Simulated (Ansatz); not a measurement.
This guess for AlAuC₆N₆ is about to be relaxed.

```cif
data_structure
_symmetry_space_group_name_H-M 'Fm-3m'
_symmetry_Int_Tables_number 225
_cell_length_a 10.0990
_cell_length_b 10.0990
_cell_length_c 10.0990
_cell_angle_alpha 90.000
_cell_angle_beta 90.000
_cell_angle_gamma 90.000
_cell_volume 1030.00
loop_
_atom_site_label
_atom_site_type_symbol
_atom_site_symmetry_multiplicity
_atom_site_Wyckoff_symbol
_atom_site_fract_x
_atom_site_fract_y
_atom_site_fract_z
_atom_site_occupancy
Al1 Al 4 b 0.50000 0.00000 0.00000 1
C1 C 24 e 0.18982 0.00000 0.00000 1
Au1 Au 4 a 0.00000 0.00000 0.00000 1
N1 N 24 e 0.30567 0.00000 0.00000 1
```

Method: DFT PBE, scalar-relativistic, plane waves, PAW (Ansatz 0.2.0). Cutoff 420 eV, Gaussian smearing, Γ-centred meshes. Cell and atoms relax first on a coarse mesh and then on a converged one. In between, the cell is made exact in the group found at 0.06 Å. The steps can't lower the symmetry of their start. Collinear spin is switched on along the way, since trial moments persisted in a coarse test.

A guess keeps its type if space group and coordination stay and the shape of the cell changes little (axis ratios within about 15 %, angles within 6°); the volume may change.

Task: Does this structure survive the relaxation?

Result: It keeps its type. The symmetry stays Fm-3m (No. 225). The volume per atom grows by 19.8 %, from 18.4 to 22.0 Å³. The shortest distance goes from 1.17 Å (C–N) to 1.16 Å (C–N). Counting neighbours within 15 % of an atom's shortest distance, the start has Al 6, Au 6, C 1, N 1 and the end Al 6, Au 6, C 1, N 1.

The last run used collinear spin, a 6×6×6 mesh for its 14-atom cell and Gaussian smearing of 0.02 eV. Spin–orbit coupling, which can matter for Au, is left out. Another magnetic order may lie lower. Symmetry constrained the relaxation, so the result can be a saddle point.
